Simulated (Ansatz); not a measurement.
Input:

GaP (zinc blende)

```
GaP
1.0
    0.00000     2.75322     2.75322
    2.75322     0.00000     2.75322
    2.75322     2.75322     0.00000
P Ga
1 1
Cartesian
  4.12983   4.12983   4.12983
  0.00000   0.00000   0.00000
```

E(V) scan at fixed shape, V₀ the volume above. Symmetry pins the atoms to their sites.

Method: PBE (plane waves to 420 eV, PAW, scalar-relativistic; Ansatz, a quantum-chemistry and plane-wave program). k mesh 10×10×10 (Γ-centred), Fermi-Dirac smearing 0.05 eV. Energies are smeared free energies. Compression counts positive. GaP was relaxed with its symmetry unable to fall. The PAW data are Ansatz's earlier set. The zero of ΔE is the relaxed starting cell.

The scan covers V/V₀ from 0.940 to 1.060 in 9 points.

### Question
What is ΔE at V/V₀ = 0.940?

### Answer
20.2 meV/atom.

### Question
What pressure does the cell carry at V/V₀ = 0.940?

### Answer
5.47 GPa.

### Question
What is ΔE at V/V₀ = 1.060?

### Answer
16.1 meV/atom.

(A scan under strain: stresses follow from slopes of the energy per volume, elastic moduli from its curvatures.)
